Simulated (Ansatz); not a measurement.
SiO2:
```xyz
30
Lattice="0.0000 9.4978 3.2083 9.4968 0.0000 3.2083 9.4968 9.4978 0.0000" Properties=species:S:1:pos:R:3 pbc="T T T"
Si     4.7484     4.7489     3.1703
Si     9.4968     9.4978     1.5662
Si    13.2439    12.6866     5.6086
Si    15.2465    15.8066     5.6086
Si     8.4955    11.0578     4.0044
Si    10.4981     7.9378     4.0044
Si    12.6849     5.7500     3.9404
Si     6.3087    13.2455     3.9404
Si     7.9365     8.4967     5.5446
Si    11.0571    10.4989     5.5446
O     13.4071    13.2250     4.0960
O     15.0832    15.2683     4.0960
O      8.6587    10.5194     2.4919
O     10.3348     8.4761     2.4919
O      3.7266     5.5867     2.2446
O      5.7702     3.9110     2.2446
O      8.4750     8.6599     0.6404
O     10.5185    10.3356     0.6404
O     11.2998     6.5523     3.9725
O      7.6938    12.4432     3.9725
O     16.0482    17.1921     5.5766
O     12.4422    11.3012     5.5766
O     13.7807     6.5515     3.0508
O      5.2128    12.4440     3.0508
O      9.0323     7.6952     4.6550
O      9.9612    11.3004     4.6550
O     12.4417     4.2843     3.2898
O      6.5519    14.7112     3.2898
O      7.6933     9.9623     4.8939
O     11.3003     9.0332     4.8939
```

Relaxed with r²SCAN.

Task: Map the valence electron density (e/Å³), cut off at 0.5 on the plane through (0.249, 0.979, 0.356) spanned by u = [1, 1, -1] and v = [-1, 1, 1] in lattice vectors, from DFT-r²SCAN in the program Ansatz with PAW potentials.

Result: x is the fraction of u, y of v (the angle between them is 90°; rows are the nearest grid lines); atoms in the plane: Si at (0.00, 0.00), Si at (0.50, 0.50), O at (0.02, 0.63), O at (0.52, 0.13).
```
|014999999998410000000000112454210|
|999632100000000000000000001135999|
|999631000000000000000000000125899|
|111000000000000000000000000000111|
|000000000000000000000000000000000|
|000000000000000000000000000000000|
|000000000000000000000000000000000|
|000000113699999963100000000000000|
|999999867999999963100000001249999|
|999999655667643210000111222469999|
|876432235799997432123579998655678|
|000000012368999644899999999993100|
|000000000012345555555555432100000|
|000000000001258999963100000000000|
|000000000000124566431100000000000|
|000000000000000000000000000000000|
|000000000000000000000000000000000|
|000000000000000000000000000000000|
|110000000000000000000000012333321|
|952100000000123577754334799999999|
|210000000113899999999996446776432|
|321235799986556787643223579999743|
|655899999999742111100112479999986|
|014999999998410000000000112454210|
```
Scale: ten equal steps from 0.000 (start of '0') to 0.500 (end of '9'), in the order '0123456789'; x runs from 0.000 to 1.00, y from 0.000 (bottom) to 1.00 (top).

The density is the valence pseudo-density with augmentation charge, so density and ELF within about 1 Å of a nucleus are not all-electron values.

Space group I-42d. The start of the workflow was typed in or built on a structure type; the Crystallography Open Database copy checked does not list it. It is not the phase usual at ambient conditions (space group No. 92, 152, 154). The r²SCAN relaxation kept the symmetry of its start; whether a distortion lowers the energy is not shown.

Potentials: the later of the program's two PAW sets.
